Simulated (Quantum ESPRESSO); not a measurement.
Ba2NF is taken in the trigonal space group R-3m, hexagonal axes (No. 166), Pearson symbol hR4. Conventional cell: a = 3.9026 Å, b = 3.9026 Å, c = 19.4056 Å, α = 90.00°, β = 90.00°, γ = 120.00°. N on 3b has 6 Ba at 2.700 Å (octahedral). F on 3a is coordinated by 6 Ba at 2.851 Å (octahedral). Ba on 6c sees 3 N at 2.700 Å and 3 F at 2.851 Å (octahedral). (Neighbours: up to the widest gap in distance over summed covalent radii, below 1.35, at either atom; cation-cation contacts left out.)
(The calculation used a cell of 4 atoms; values per cell refer to that cell.)

Cell and atoms were relaxed with LDA from Materials Project entry mp-1018096, within its symmetry.

Task: What does LDA (pw.x of Quantum ESPRESSO, ONCV potentials, no spin-orbit coupling) give for the electronic structure near the Fermi level?

Result: The LDA gap is direct, 0.72 eV at F. 

The structure is a Materials Project entry; no match was found in the copy of COD used, and its stability was not checked.
